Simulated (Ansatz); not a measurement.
ZnCu (CsCl type), conventional cell a = b = c = 2.9638 Å, α = β = γ = 90.00°. The calculation uses the primitive cell of 2 atoms, to which meshes and values per cell refer.

This relaxed cell (volume V₀) is scaled evenly in all directions, its shape held. Symmetry pins the atoms to their sites.

Computed with PBE (plane waves to 420 eV, PAW, scalar-relativistic; Ansatz, a first-principles code). k mesh 16×16×16 (Γ-centred), Fermi-Dirac smearing 0.05 eV. The energy includes the smearing's −TS. Stress and pressure are positive under compression. ZnCu is run without spin polarisation. ZnCu was relaxed with its symmetry unable to fall. ΔE is measured from the relaxed starting cell.

The scan covers V/V₀ from 0.940 to 1.060 in 13 points.

Problem. What is ΔE at V/V₀ = 0.940?

Solution. 19 meV/atom.

Problem. What pressure does the cell carry at V/V₀ = 0.940?

Solution. 8.3 GPa.

Problem. What is ΔE at V/V₀ = 1.060?

Solution. 15 meV/atom.

(A scan under strain: stresses follow from slopes of the energy per volume, elastic moduli from its curvatures.)
